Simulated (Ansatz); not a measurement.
Cd₃Te₅: rattling a relaxed structure

The cell was found from a structure generator's guess, not taken from experiment.

All numbers below come from Ansatz 0.2.0, DFT PBE, scalar-relativistic, plane waves, PAW. Settings: cutoff 420 eV, Γ-centred mesh 6×6×6 on the computed 8-atom cell, Gaussian smearing of 0.10 eV; no spin polarisation.

The cell below (8 atoms, space group Pm-3m (No. 221)) is relaxed within its symmetry.

```
Cd Te
1.0
     6.20221    0.00000    0.00000
     0.00000    6.20221    0.00000
     0.00000    0.00000    6.20221
Cd Te
3 5
Direct
  0.50000 0.00000 0.00000
  0.00000 0.50000 0.00000
  0.00000 0.00000 0.50000
  0.00000 0.50000 0.50000
  0.50000 0.00000 0.50000
  0.50000 0.50000 0.00000
  0.00000 0.00000 0.00000
  0.50000 0.50000 0.50000
```

For the test it was strained at random (σ = 1.5 % a component), the atoms were moved at random (σ = 0.10 Å), and all was relaxed again on a coarse 4×4×4 mesh (in the run’s order of axes) with 0.20 eV smearing, with no symmetry imposed.

These runs have no spin–orbit coupling, which can matter for Te.

**Question.** What happens?

**Answer.** It returns, within 1 meV/atom of the unmoved cell on that mesh and with the same symmetry when read at 0.1 Å (Cm at 0.01 Å, so small strains and shifts remain). No instability shows in this cell; modes of other wave vectors, which need another repeat, aren't tested.
